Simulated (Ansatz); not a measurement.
Hf (Fm-3m), clamped-ion strain scan

Method: Ansatz 0.2.0, DFT r2SCAN, scalar-relativistic, plane waves, PAW. The runs took a 500 eV cutoff, a Γ-centred 18×18×18 mesh and Gaussian smearing (0.15 eV). Spin–orbit coupling is left out, which can shift energies with elements as heavy as these. No spin polarisation. Energies are free energies at this smearing, counted from the undisturbed cell; pressure is positive in compression.

The starting cell (as given, not relaxed at this level; it stands at 2.7 GPa; this fcc form isn't the usual structure):

```xyz
1
Lattice="0.0000 2.2200 2.2200 2.2200 0.0000 2.2200 2.2200 2.2200 0.0000" Properties=species:S:1:pos:R:3 pbc="T T T"
Hf    0.0000    0.0000    0.0000
```

The cell is strained by ε times the Voigt pattern (1, 0, 0, 0, 0, 0) (xx, yy, zz, yz, xz, xy; engineering shear) with fractional coordinates fixed. The cell is metallic on the mesh throughout.

Over the sampled range (-0.1000 to 0.1000), is the undisturbed cell the lowest point?

No: the energy is lower at ε = 0.0250, -3.1 in ΔE (meV/atom).

Which end lies higher in energy, -0.1000 or +0.1000?

-0.1000: 147.1 against 54.5.

The scan:

```csv
ε,ΔE (meV/atom)
-0.1000,147.1
-0.0750,88.6
-0.0500,45.1
-0.0250,15.8
0.0000,0.0
0.0250,-3.1
0.0500,5.6
0.0750,25.1
0.0875,38.6
0.1000,54.5
```